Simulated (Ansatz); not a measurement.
NiO (rock salt)

```xyz
2
Lattice="0.0000 2.0953 2.0953 2.0953 0.0000 2.0953 2.0953 2.0953 0.0000" Properties=species:S:1:pos:R:3 pbc="T T T"
O      0.0000     0.0000     0.0000
Ni     2.0953     2.0953     2.0953
```

Scan: atom 2 (Ni, nearest neighbour O at 2.095 Å; its periodic images, 3.0 Å or more away, move with it) is displaced towards the nearest neighbour, direction (-1.000, 0.000, 0.000) in Cartesian axes, by s. The other atoms stay.

These are r2SCAN (plane waves to 500 eV, PAW, scalar-relativistic; Ansatz, a first-principles code) values and carry that method's errors. k mesh 11×11×11 (Γ-centred), Fermi-Dirac smearing 0.05 eV. Energies are smeared free energies. NiO is run spin-polarised and with no Hubbard U; the real compound is an antiferromagnetic insulator, a state that this run doesn't describe. NiO was relaxed with its symmetry unable to fall. Relaxed NiO ends ferromagnetic. The PAW data are Ansatz's earlier set. The magnetic order is the one the run started from; other orders were not tried. The zero of ΔE is the undisplaced structure.

```csv
s (Å),ΔE (meV/cell)
-0.210,withheld
-0.168,64.0
-0.126,32.3
-0.084,13.1
-0.042,3.1
0.000,0.0
0.042,3.1
0.084,13.1
0.126,32.3
0.168,64.0
0.210,withheld
```

Problem. Fit an even polynomial form (powers 2, 4) to the given rows and predict ΔE at s = 0.210.

Solution. Least squares on the 9 given rows: ΔE = (1729)·s² + (19100)·s⁴, in meV/cell with s in Å; root-mean-square residual 0.03 meV/cell. At 0.210 the fit gives 113.4 meV/cell; the calculation gives 112.8 meV/cell, so the extrapolation is off by 0.6 (+0.5 %). The quadratic term alone would give 76.2 meV/cell.

(A displaced cell: forces are minus the slopes of the energy, force constants its curvatures, and phonons follow from these.)
